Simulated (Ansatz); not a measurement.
SrGaHO₂ in space group P4/mmm (No. 123; Sr on 1d, Ga on 1a, O on 2f, H on 1b), the program Ansatz at the PBE level (PAW). The conduction-band minimum lies at Z, with 1 equivalent valley. Second derivatives d²E/dk² of the lowest band at one valley (eV·Å²), along Cartesian directions:

| direction | d²E/dk² |
|---|---|
| [100] | 40.37 |
| [010] | 40.37 |
| [001] | 77.25 |
| [110] | 40.37 |
| [101] | 58.84 |
| [011] | 58.84 |

**Question.** Find the principal effective masses, the density-of-states mass and the conductivity mass.

**Answer.** Off-diagonal terms follow from H_xy = H[110] − (H_xx + H_yy)/2, and m*/mₑ = 7.620 eV·Å² over each eigenvalue: 0.099, 0.19, 0.19. One valley's DOS mass (m₁m₂m₃)^(1/3) = 0.15, conductivity mass 3/(Σ 1/mᵢ) = 0.14 mₑ.

**Question.** What effective density of states Nc follows at 300 K for parabolic valleys?

**Answer.** Nc = 2.509e19 × 1 × (0.15)^(3/2) ≈ 1.5e18 cm⁻³.

The start of the workflow was typed in or built on a structure type; neither database checked (COD, Materials Project) lists it. Its standing as an ambient phase is unchecked. The PBE relaxation kept the symmetry of its start; whether a distortion lowers the energy is not shown. Scalar-relativistic: spin–orbit coupling is off unless named, which matters more the heavier the elements.

Potentials: the earlier of the program's two PAW sets.

Edges and masses are those of Kohn–Sham bands, whose gap is no quasiparticle gap.
